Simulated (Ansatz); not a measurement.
CuV₂CO₂ in space group P-3m1 (No. 164; O on 2d, V on 2d, C on 1a, Cu on 1b) at seven volumes, plane-wave PAW PBE+D3(BJ) (Ansatz code), shape and atoms relaxed at each. One row is withheld.

```json
[
 {"V (Å³/atom)": "8.434", "P (GPa)": "24.45"},
 {"V (Å³/atom)": "8.712", "P (GPa)": "?"},
 {"V (Å³/atom)": "8.990", "P (GPa)": "6.61"},
 {"V (Å³/atom)": "9.268", "P (GPa)": "0.01"},
 {"V (Å³/atom)": "9.546", "P (GPa)": "-5.27"},
 {"V (Å³/atom)": "9.824", "P (GPa)": "-9.20"},
 {"V (Å³/atom)": "10.102", "P (GPa)": "-11.38"}
]
```

**Question.** Fit the shown pressures and predict the withheld one.

**Answer.** P = (3/2)B₀(x^(7/2) − x^(5/2))[1 + (3/4)(B′ − 4)(x − 1)] with x = (V₀/V)^(2/3). Least squares on the six rows gives V₀ = 9.265 Å³/atom, B₀ = 187 GPa, B′ = 7.26. At V = 8.712, x = 1.0419 and P = 14.35 GPa. The run itself gave 14.69 GPa.

The cell is a constructed one: a structure type filled with these elements; neither database checked (COD, Materials Project) lists it. Whether it is the stable phase at ambient conditions was not checked. Symmetry was held in the PBE+D3(BJ) relaxation. At this level the phase is dynamically unstable (imaginary phonons). No spin polarisation was allowed. No Hubbard U is applied.

Potentials: the later of the program's two PAW sets.
